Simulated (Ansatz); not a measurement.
KF (rock salt)

```xyz
4
Lattice="0.0000 5.3183 5.3183 2.6592 0.0000 2.6592 2.6592 2.6592 0.0000" Properties=species:S:1:pos:R:3 pbc="T T T"
F      0.0000     0.0000     0.0000
F      2.6592     5.3183     2.6592
K      2.6592     2.6592     2.6592
K      2.6592     5.3183     5.3183
```

A phonon eigenvector at L = (0.5, 0.0, 0.0) is frozen into this cell: atom i moves by Q times the vector below, so Q is the largest atomic displacement, in Å. The cell is held. (q is in reciprocal vectors of the primitive cell; the cell shown is doubled to hold the pattern.)

```
atom       x       y       z
----  ------  ------  ------
K3    -0.577   0.577   0.577
K4     0.577  -0.577  -0.577
```

Atoms not listed stay in place.

Calculation: r2SCAN (plane waves to 500 eV, PAW, scalar-relativistic; Ansatz, a program for electronic structure). k mesh 11×11×11 (Γ-centred), Fermi-Dirac smearing 0.05 eV. The energy includes the smearing's −TS. KF was relaxed with its symmetry unable to fall. The zero of ΔE is the undisplaced structure.

```tsv
Q (Å)	ΔE (meV/cell)
-0.100	56.0
-0.067	24.9
-0.033	6.2
0.000	0.0
0.033	6.2
0.067	24.9
0.100	56.0
```

Q: Which DFPT wavenumber at L = (0.5, 0.0, 0.0) belongs to this mode?
A. 197 cm⁻¹
B. 119 cm⁻¹
C. 261 cm⁻¹

A: A, 197 cm⁻¹. The curvature of the scan gives 198 cm⁻¹

(A displaced cell: forces are minus the slopes of the energy, force constants its curvatures, and phonons follow from these.)
